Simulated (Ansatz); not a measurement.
# TePb: from a starting cell to a relaxed one

The start is a generated trial cell of TePb in the rocksalt structure type. The cell and all atomic positions are relaxed at zero pressure with r2SCAN (plane waves to 500 eV, PAW, scalar-relativistic; Ansatz, an electronic-structure program). The first steps use a coarse 6×6×6 k-mesh.

Initial structure:
```
CELL_PARAMETERS angstrom
      0.00000     3.31761     3.31761
      3.31761     0.00000     3.31761
      3.31761     3.31761     0.00000
ATOMIC_POSITIONS crystal
  Te 0.00000 0.00000 0.00000
  Pb 0.50000 0.50000 0.50000
```

Task: How much energy is released per atom?

Result: 9 meV/atom.

Task: How does the volume per atom move from start to end?

Result: -4.5 %, from 36.52 to 34.87 Å³/atom.

Task: Give the final cell and atomic positions.

Result: 
```cif
data_Pb4Te4
_chemical_formula_sum 'Te4 Pb4'
_space_group_name_H-M_alt 'Fm-3m'
_space_group_IT_number 225
_space_group_name_Hall '-F 4 2 3'
_cell_length_a 6.53422
_cell_length_b 6.53422
_cell_length_c 6.53422
_cell_angle_alpha 90.000
_cell_angle_beta 90.000
_cell_angle_gamma 90.000
loop_
_atom_site_label
_atom_site_type_symbol
_atom_site_symmetry_multiplicity
_atom_site_Wyckoff_symbol
_atom_site_fract_x
_atom_site_fract_y
_atom_site_fract_z
_atom_site_occupancy
Te1 Te 4 a 0.00000 0.00000 0.00000 1
Pb1 Pb 4 b 0.50000 0.50000 0.50000 1
```
(The calculation used a cell of 2 atoms; values per cell refer to that cell.)

The space group stays Fm-3m (No. 225) (the run could not lower it); the end is rock salt type, with 2 atoms in the primitive cell. Final values are on a 9×9×9 k-mesh of the relaxed cell. No spin polarisation in the result.

The run could not lose the symmetry of its start.

All atoms sit on sites fixed by symmetry, so only the cell could relax.
